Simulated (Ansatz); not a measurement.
Ansatz input file:

```yaml
crystal:
  lattice:
    - [4.99, -2.515, 0.0]
    - [4.99, 2.515, 0.0]
    - [-2.5762372965, 0.0, 6.4815042876]
  atoms:
    - { symbol: V, position: [0.0, 0.0, 0.5], spin: 1.28 }
    - { symbol: V, position: [0.0, 0.0, 0.0], spin: 1.28 }
    - { symbol: V, position: [0.374, 0.374, 0.286], spin: 1.36 }
    - { symbol: V, position: [0.374, 0.374, 0.786], spin: 1.36 }
    - { symbol: V, position: [0.626, 0.626, 0.214], spin: 1.36 }
    - { symbol: V, position: [0.626, 0.626, 0.714], spin: 1.36 }
    - { symbol: O, position: [0.572, 0.272, 0.561] }
    - { symbol: O, position: [0.272, 0.572, 0.061] }
    - { symbol: O, position: [0.15, 0.85, 0.75] }
    - { symbol: O, position: [0.85, 0.15, 0.25] }
    - { symbol: O, position: [0.042, 0.342, 0.648] }
    - { symbol: O, position: [0.342, 0.042, 0.148] }
    - { symbol: O, position: [0.428, 0.728, 0.439] }
    - { symbol: O, position: [0.728, 0.428, 0.939] }
    - { symbol: O, position: [0.958, 0.658, 0.352] }
    - { symbol: O, position: [0.658, 0.958, 0.852] }
basis:
  ecutwfc: 420
kpoints:
  mp_grid: { grid: [4, 4, 4] }
hamiltonian:
  xc: pbesol
scf:
  occupations: { method: gaussian, width: 0.1 }
output:
  forces: true
  stress: true
  eigenvalues: true
  populations: true
magnetization:
  spin_polarized: true
relax:
  adjacent_minimum: "off"
  f_tol: 0.05
  max_steps: 80
  cell: { stress_tol: 0.5 }
```

Launched with
```bash
ansatz run input.yaml --threads 4 --pin off --max-ram 10240MiB --backend cpu --events-out ev --progress --plain --runs-dir out
```

All numbers below come from Ansatz 0.2.0, DFT PBEsol, scalar-relativistic, plane waves, PAW.

From the run's log, abridged (final results; tables in files aren't shown):

```
SCF 7 converged in 4 iterations: F = -22932.731823 eV  dr2 = 5.17e-9
SCF converged after 4 iterations
Magnetization: 9.8772 μB (73.9386 up, 64.0614 down)
Absolute magnetization: 10.6316 μB (∫|ρ↑−ρ↓|, with the PAW one-centre terms)
Spin contamination: 0.0918 ħ² per cell (⟨S²⟩ above its minimum at these occupations)
Per-site moments (μB) at R_I (Å): [(1.33217287, 0.81218280), (1.33217287, 0.81218280), (1.17377536, 0.75633688), (1.17377536, 0.75633688), (1.17377536, 0.75633688), (1.17377536, 0.75633688), (-0.01620832, 0.80727309), (-0.01620832, 0.80727309), (-0.01089231, 0.82223423), (-0.01089231, 0.82223423), (-0.05078873, 0.75633688), (-0.05078873, 0.75633688), (-0.01620832, 0.80727309), (-0.01620832, 0.80727309), (-0.05078873, 0.75633688), (-0.05078873, 0.75633688)]
Free energy (F): -22932.731823 eV
Harris-Foulkes:  -22932.731823 eV  (|F-HF|=4.56e-9)
Internal energy: -22932.681833 eV  (E = F + TS)
E sigma→0 (E₀):  -22932.706828 eV
Entropy (-TS):   -0.049990 eV (-3.124 meV/atom)
Fermi energy:    12.421704 eV
--- Per-component energies (eV) ---
  E_band       = -1191.404925
  E_kinetic    = 3762.963924
  E_local      = -10057.475387  (includes V_loc(G=0)·N_el)
  E_nonlocal   = 214.822166
  E_hartree    = 4170.675396
  E_xc         = -1502.814115
  E_vxc        = -1920.913760  (∫ρ·V_xc dr)
  E_paw        = -8038.692821  (= ΣΔE_a)
  E_vpaw       = -1532.177183  (= ΣTr[D̂ρ^β])
  E_aug_tail   = 0.026191  (compensation charges beyond the density's cutoff)
  E_ewald      = -11483.438140
  E_core_change = 1.250954  (= ΣΔE_core)
  E_smearing   = -0.049990  (= −TS)
--- Forces (eV/Å), atoms counted from 1 ---
  atom   1  V      0.00000000     0.00000000     0.00000000
  atom   2  V      0.00000000     0.00000000     0.00000000
  atom   3  V      0.00527309    -0.00493649     0.00499382
  atom   4  V      0.00527309     0.00493649     0.00499382
  atom   5  V     -0.00527309    -0.00493649    -0.00499382
  atom   6  V     -0.00527309     0.00493649    -0.00499382
  atom   7  O      0.00134690    -0.00083808     0.00048548
  atom   8  O      0.00134690     0.00083808     0.00048548
  atom   9  O      0.00000000    -0.00405867     0.00000000
  atom  10  O      0.00000000     0.00405867     0.00000000
  atom  11  O      0.00107700    -0.00372128    -0.00179166
  atom  12  O      0.00107700     0.00372128    -0.00179166
  atom  13  O     -0.00134690     0.00083808    -0.00048548
  atom  14  O     -0.00134690    -0.00083808    -0.00048548
  atom  15  O     -0.00107700     0.00372128     0.00179166
  atom  16  O     -0.00107700    -0.00372128     0.00179166
--- Stress (GPa, compression-positive) ---
        0.001508       0.000000      -0.007243
        0.000000      -0.033964       0.000000
       -0.007243       0.000000       0.005050
  P = ⅓ Tr σ = -0.0091 GPa (-0.091 kbar)
--- Band table (eV; the first three rows and the last of 48) ---
  k-point 0 ↑: bands = ["-53.2984", "-53.2863", "-53.2662", "-53.2594", "-53.2069", "-53.2048", "-27.4850", "-27.4594", "-27.3928", "-27.3825", "-27.3349", "-27.2838", "-27.2799", "-27.2522", "-27.2497", "-27.2286", "-27.1998", "-27.1962", "-27.1768", "-27.1674", "-27.1505", "-27.1234", "-27.1001", "-27.0877", "-8.4274", "-7.1858", "-7.1296", "-6.9564", "-6.9406", "-6.8193", "-6.6765", "-6.5986", "-6.4737", "-6.4380", "4.3196", "4.6260", "4.9724", "5.0384", "5.2192", "5.3835", "5.4798", "5.5447", "5.6061", "5.6762", "5.8002", "5.9014", "6.3694", "6.3764", "6.4209", "6.5567", "6.8611", "7.2490", "7.4584", "7.5808", "7.6435", "7.6646", "7.7859", "7.7911", "8.0195", "8.7528", "8.9950", "9.1707" ...
  k-point 1 ↑: bands = ["-53.2969", "-53.2885", "-53.2647", "-53.2601", "-53.2066", "-53.2051", "-27.4805", "-27.4623", "-27.3922", "-27.3852", "-27.3252", "-27.2860", "-27.2770", "-27.2525", "-27.2518", "-27.2383", "-27.1987", "-27.1957", "-27.1745", "-27.1679", "-27.1448", "-27.1246", "-27.1008", "-27.0930", "-8.3127", "-7.5699", "-6.9589", "-6.9515", "-6.9007", "-6.7510", "-6.6758", "-6.5772", "-6.4877", "-6.4626", "4.3364", "4.6638", "4.9075", "5.0826", "5.1597", "5.2787", "5.3502", "5.3701", "5.6923", "5.8241", "5.9449", "6.0442", "6.2342", "6.3505", "6.5607", "6.6685", "6.9183", "7.0739", "7.2177", "7.5511", "7.5701", "7.8910", "7.9862", "8.1451", "8.2009", "8.5862", "8.6534", "9.0528" ...
  k-point 2 ↑: bands = ["-53.2931", "-53.2931", "-53.2621", "-53.2621", "-53.2058", "-53.2058", "-27.4706", "-27.4706", "-27.3896", "-27.3896", "-27.3041", "-27.3041", "-27.2590", "-27.2590", "-27.2531", "-27.2531", "-27.1965", "-27.1965", "-27.1704", "-27.1704", "-27.1321", "-27.1321", "-27.1002", "-27.1002", "-7.9983", "-7.9983", "-6.9408", "-6.9408", "-6.8139", "-6.8139", "-6.5509", "-6.5509", "-6.5210", "-6.5210", "4.5578", "4.5578", "4.8546", "4.8546", "5.2168", "5.2168", "5.2963", "5.2963", "5.7429", "5.7429", "6.1321", "6.1321", "6.3853", "6.3853", "6.6447", "6.6447", "6.9452", "6.9452", "7.4789", "7.4789", "7.6524", "7.6524", "8.1787", "8.1787", "8.4574", "8.4574", "8.5936", "8.5936" ...
  k-point 23 ↓: bands = ["-51.7021", "-51.7021", "-51.6804", "-51.6804", "-51.5214", "-51.5214", "-26.0076", "-26.0076", "-25.8263", "-25.8263", "-25.7630", "-25.7630", "-25.7114", "-25.7114", "-25.6835", "-25.6835", "-25.5970", "-25.5970", "-25.5638", "-25.5638", "-25.4332", "-25.4332", "-25.4074", "-25.4074", "-7.7215", "-7.7215", "-6.9462", "-6.9462", "-6.8755", "-6.8755", "-6.7755", "-6.7755", "-6.4634", "-6.4634", "4.9701", "4.9701", "5.1216", "5.1216", "5.3731", "5.3731", "5.7375", "5.7375", "6.2458", "6.2458", "6.3912", "6.3912", "6.8150", "6.8150", "7.0010", "7.0010", "7.3702", "7.3702", "7.4629", "7.4629", "7.8818", "7.8818", "7.9009", "7.9009", "8.2334", "8.2334", "8.5836", "8.5836 ...
--- Relaxed structure (5 steps of the walk, 5 accepted, 2 SCFs on fresh bases) ---
  F+E_penalty+E_count = -22932.73182333 eV   max|allowed force component| = 5.273e-3 eV/Å   (the final SCF, on the basis selected at the relaxed cell)
  cell:  # Å, volume = 158.8475 Å³
    - [4.98248838, -2.45434652, -0.03334349]
    - [4.98248838, 2.45434652, -0.03334349]
    - [-2.61566902, 0.0, 6.51233930]
  atoms:
    - { symbol: V, position: [0.0, 0.0, 0.49999999] }
    - { symbol: V, position: [0.0, 0.0, 0.0] }
    - { symbol: V, position: [0.36589404, 0.37865464, 0.28200601] }
    - { symbol: V, position: [0.37865464, 0.36589404, 0.78200601] }
    - { symbol: V, position: [0.62134535, 0.63410595, 0.21799398] }
    - { symbol: V, position: [0.63410595, 0.62134535, 0.71799398] }
    - { symbol: O, position: [0.57504210, 0.25988026, 0.55521716] }
    - { symbol: O, position: [0.25988026, 0.57504210, 0.05521716] }
    - { symbol: O, position: [0.19272378, 0.80727621, 0.75000000] }
    - { symbol: O, position: [0.80727621, 0.19272378, 0.25] }
    - { symbol: O, position: [0.04200244, 0.34355830, 0.66215413] }
    - { symbol: O, position: [0.34355830, 0.04200244, 0.16215413] }
    - { symbol: O, position: [0.42495789, 0.74011973, 0.44478283] }
    - { symbol: O, position: [0.74011973, 0.42495789, 0.94478283] }
    - { symbol: O, position: [0.95799755, 0.65644169, 0.33784586] }
    - { symbol: O, position: [0.65644169, 0.95799755, 0.83784586] }
--- Löwdin populations: 16 sites ---
  site symbol q [e]    m [muB]
     0      V     11.7851     1.7853
     1      V     11.7851     1.7853
     2      V     11.7694     1.6579
     3      V     11.7694     1.6579
     4      V     11.7694     1.6579
     5      V     11.7694     1.6579
     6      O      6.7044    -0.0234
     7      O      6.7044    -0.0234
     8      O      6.7345    -0.0168
     9      O      6.7345    -0.0168
    10      O      6.6402    -0.0693
    11      O      6.6402    -0.0693
    12      O      6.7044    -0.0234
    13      O      6.7044    -0.0234
    14      O      6.6402    -0.0693
    15      O      6.6402    -0.0693
  spilling = 0.003657 (of n_electrons = 138.000000)
```

The relaxation met its thresholds.

It took 63 s on 4 threads of Intel(R) Xeon(R) 6975P-C (Granite Rapids), on a shared host, peak memory 1.1 GiB.

The k mesh is coarse. Moments started parallel, and an antiferromagnetic order may lie lower.